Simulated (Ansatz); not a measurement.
BeS:
```
CELL_PARAMETERS angstrom
      0.00000     2.31689     2.31689
      2.31689     0.00000     2.31689
      2.31689     2.31689     0.00000
ATOMIC_POSITIONS crystal
  S  0.00000 0.00000 0.00000
  Be 0.50000 0.50000 0.50000
```

Relaxed with r²SCAN.

### Question
Give the Bader charges and basin volumes of the independent atoms, r²SCAN (plane waves, PAW; program Ansatz).

### Answer


| atom | Bader charge (e) | Bader volume (Å³) |
|---|---|---|
| S1 | -1.69 | 22.8 |
| Be2 | +1.69 | 2.1 |

Space group Fm-3m (rock salt). The start of the workflow was typed in or built on a structure type; neither database checked (COD, Materials Project) lists it. COD files the formula under space group No. 216. Whether it is the stable phase at ambient conditions was not checked. Symmetry was held in the r²SCAN relaxation; its stability against distortions is not shown here.

Potentials: the earlier of the program's two PAW sets.
